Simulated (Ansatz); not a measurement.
Relaxed-ion elastic tensor of Ca (fcc (Cu type), Fm-3m) in GPa (Voigt order), r²SCAN (plane waves, PAW; program Ansatz); density 1.54 g/cm³, 43.12 Å³ per atom.

```tsv
	1	2	3	4	5	6
1	22.6	15.6	15.6	0.0	0.0	0.0
2	15.6	22.6	15.6	0.0	0.0	0.0
3	15.6	15.6	22.6	0.0	0.0	0.0
4	0.0	0.0	0.0	17.5	0.0	0.0
5	0.0	0.0	0.0	0.0	17.5	0.0
6	0.0	0.0	0.0	0.0	0.0	17.5
```

Problem. Is the crystal mechanically stable?

Solution. Yes: the smallest eigenvalue of C is 6.9 GPa.

Problem. Work out the Voigt, Reuss and Hill averages.

Solution. K_V = 18.0, K_R = 18.0, K_H = 18.0; G_V = 11.9, G_R = 6.7, G_H = 9.3 GPa.

Problem. Give Young's modulus, Poisson's ratio, Pugh's ratio and the universal anisotropy index.

Solution. E = 9KG/(3K + G) = 23.8 GPa; ν = 0.28; K/G = 1.93 (ductile by the Pugh limit of 1.75); A_U = 5G_V/G_R + K_V/K_R − 6 = 3.90.

Problem. Estimate the sound speeds and the Debye temperature.

Solution. v_l = √((K + 4G/3)/ρ) = 4430 m/s, v_t = √(G/ρ) = 2450 m/s, mean 2730 m/s; Θ = (h/k)(3n/4πV)^(1/3) v_m = 232 K.

Problem. Give the Zener ratio and Young's modulus along [100], [110] and [111].

Solution. A = 2C44/(C11 − C12) = 5.05; 1/E = S11 − 2(S11 − S12 − S44/2)Γ with Γ = 0, 1/4, 1/3 gives 9.8, 22.5, 39.6 GPa.

Symmetry was held in the r²SCAN relaxation; phonons on a q-mesh show no instability. As this level gives no gap, shear constants depend on the k-mesh and smearing (Fermi–Dirac, 0.1 eV here).

Potentials: the later of the program's two PAW sets.
